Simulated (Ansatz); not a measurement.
The calculation used DFT, r2SCAN, plane waves (500 eV) with PAW, scalar-relativistic in Ansatz. The PAW files were generated under PBE, with cores re-solved for the functional.

An element in the omega (AlB2-type) structure gives this curve. The cell is scaled uniformly from the relaxed one, with fractional coordinates and shape fixed. Energies are extrapolated to zero smearing, pressures are those at the given smearing. Magnetic state: spin not included.

```json
{"V (Å³/atom)": "27.743", "E − E₀ (meV/atom)": "98.3", "P (GPa)": "9.34"}
{"V (Å³/atom)": "29.005", "E − E₀ (meV/atom)": "41.0", "P (GPa)": "5.55"}
{"V (Å³/atom)": "30.266", "E − E₀ (meV/atom)": "10.0", "P (GPa)": "2.55"}
{"V (Å³/atom)": "31.527", "E − E₀ (meV/atom)": "0.1", "P (GPa)": "0.15"}
{"V (Å³/atom)": "32.788", "E − E₀ (meV/atom)": "6.9", "P (GPa)": "-1.78"}
{"V (Å³/atom)": "34.049", "E − E₀ (meV/atom)": "27.3", "P (GPa)": "-3.33"}
{"V (Å³/atom)": "35.310", "E − E₀ (meV/atom)": "58.8", "P (GPa)": "-4.58"}
```

Q: Which element is it?
A. bismuth
B. lutetium
C. ytterbium
D. antimony

A: A. Its fit is V₀ = 31.60 Å³/atom, B₀ = 53 GPa, B₀′ = 4.5.
